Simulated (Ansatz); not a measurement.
## Na8MgMn2O8, one structure, two calculations

Cell: a computed structure from the Materials Project (it need not be an observed phase).

```
Na Mg Mn O
1.0
     5.89579    0.00000    0.00000
     1.96759    5.59153    0.00000
     1.96638    2.23238    8.28979
Na Mg Mn O
8 1 2 8
Cartesian
  7.0333 2.8240 1.0979
  5.0393 5.6749 1.4263
  4.1379 2.7264 2.5445
  2.3589 5.2655 3.0673
  7.3455 2.9515 4.4317
  3.5935 1.8492 5.6509
  2.8243 5.0619 6.3305
  5.4765 3.2670 7.0682
  6.4875 5.6753 7.9640
  5.0822 4.9338 4.3134
  7.8421 5.6066 0.1080
  4.8533 1.6270 0.6151
  3.0836 4.2031 0.8724
  4.2284 6.5747 3.8514
  6.1511 4.0687 2.9746
  3.5873 3.8258 4.4832
  6.2174 5.2263 6.0072
  3.3708 3.1896 7.6755
  8.2074 6.7707 7.8989
```

Atom numbers follow the list; atoms alike are taken as one site, whose name carries the number of the first.

First run. Method: Kohn–Sham DFT in Ansatz, PBE, plane waves and PAW, scalar-relativistic, collinear spin, 420 eV cutoff, Γ-centred 4×4×3 k-points, Fermi–Dirac smearing 0.02 eV. Start moments as typed (μB): 4 on each Mn, none on the rest.

```tsv
site	atom	V_zz (10²¹ V/m²)	η	m (μB)
Na2	2	0.55	0.71	0.00
Na4	4	-1.77	0.26	0.00
Na5	5	-2.21	0.84	0.00
Na7	7	-1.72	0.75	0.00
Mg	9	-1.24	0.43	0.00
Mn10	10	6.52	0.98	2.95
Mn11	11	4.38	0.59	-2.94
O12	12	4.45	0.86	-0.04
O13	13	4.38	0.95	-0.04
O14	14	3.84	0.64	0.06
O15	15	3.75	0.75	0.07
O16	16	6.32	0.26	0.05
O17	17	2.52	0.11	0.08
O18	18	-4.74	0.88	-0.07
```

Second run. The same atoms and settings, except that the start moments (μB) are 0 0 0 0 0 0 0 0 0 4 -4 0 0 0 0 0 0 0 0 by atom.

Q: What does the second run give?

A: 

| site | atom | V_zz | η | change of V_zz | m (μB) |
| --- | --- | --- | --- | --- | --- |
| Na2 | 2 | 0.55 | 0.71 | 0.00 | 0.00 |
| Na4 | 4 | -1.77 | 0.26 | 0.00 | 0.00 |
| Na5 | 5 | -2.21 | 0.84 | 0.00 | 0.00 |
| Na7 | 7 | -1.72 | 0.75 | 0.00 | 0.00 |
| Mg | 9 | -1.24 | 0.43 | 0.00 | 0.00 |
| Mn10 | 10 | 6.52 | 0.98 | 0.00 | 2.95 |
| Mn11 | 11 | 4.38 | 0.59 | 0.00 | -2.94 |
| O12 | 12 | 4.45 | 0.86 | 0.00 | -0.04 |
| O13 | 13 | 4.38 | 0.95 | 0.00 | -0.04 |
| O14 | 14 | 3.84 | 0.64 | 0.00 | 0.06 |
| O15 | 15 | 3.75 | 0.75 | 0.00 | 0.07 |
| O16 | 16 | 6.32 | 0.26 | 0.00 | 0.05 |
| O17 | 17 | 2.52 | 0.11 | 0.00 | 0.08 |
| O18 | 18 | -4.74 | 0.88 | 0.00 | -0.07 |

No V_zz moves by more than 0.01. The table leaves out 5 of the 19 sites, with |V_zz| up to 4.05; their tensors move by 0.01 at most along any direction. The statements above cover all sites.

The largest force is 0.7 eV/Å, so the atoms aren't at the calculated equilibrium and relaxing them would move these values. With a gap of 0.16 eV under a smearing of 0.02 eV the band edges are partly filled, so small gradients can hang on the smearing and the k-mesh. The magnetic order is the one that the run reached from its start moments, not necessarily the measured one.
For the first run: The moments were started parallel, and the run ended with some of them reversed. The program didn't check the stability of this electronic state in full, so a lower one may lie near.
